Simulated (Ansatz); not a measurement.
Ca (fcc, Cu type)

```
Ca
1.0
    0.00000     5.52650     5.52650
    2.76325     0.00000     2.76325
    2.76325     2.76325     0.00000
Ca
2
Cartesian
  0.00000   0.00000   0.00000
  2.76325   5.52650   2.76325
```

The atoms are displaced by Q × the pattern below (from a DFPT mode at L = (0.5, 0.0, 0.0), largest move 1; Q in Å), at fixed cell. It is one choice among 2 degenerate patterns. (q is in reciprocal vectors of the primitive cell; the cell shown is doubled to hold the pattern.)

| atom | x | y | z |
|---|---|---|---|
| Ca1 | -0.285 | 0.520 | -0.805 |
| Ca2 | 0.285 | -0.520 | 0.805 |

Calculation: PBE (plane waves to 420 eV, PAW, scalar-relativistic; Ansatz, a quantum-chemistry and plane-wave program). k mesh 15×15×15 (Γ-centred), Fermi-Dirac smearing 0.05 eV. E stands for the smeared free energy. With partly filled bands, energies and forces of such displacements shift with the k mesh and the smearing. Ca was relaxed with its symmetry unable to fall. ΔE is measured from the undisplaced structure.

Successive frames, forces in eV/Å:

```tsv
frame	ΔE (eV/cell)	F on Ca1	F on Ca2
Q = -0.233 Å	0.045	(-0.061, 0.104, -0.137)	(0.061, -0.104, 0.137)
Q = -0.187 Å	0.029	(-0.048, 0.083, -0.117)	(0.048, -0.083, 0.117)
Q = -0.140 Å	0.017	(-0.035, 0.063, -0.092)	(0.035, -0.063, 0.092)
Q = -0.093 Å	0.008	(-0.023, 0.042, -0.064)	(0.023, -0.042, 0.064)
```

What are the energy and the forces in the next frame, Q = -0.047 Å?

ΔE (eV/cell) = 0.002.

| atom | Fx | Fy | Fz |
|---|---|---|---|
| Ca1 | -0.012 | 0.021 | -0.032 |
| Ca2 | 0.012 | -0.021 | 0.032 |

(A displaced cell: forces are minus the slopes of the energy, force constants its curvatures, and phonons follow from these.)
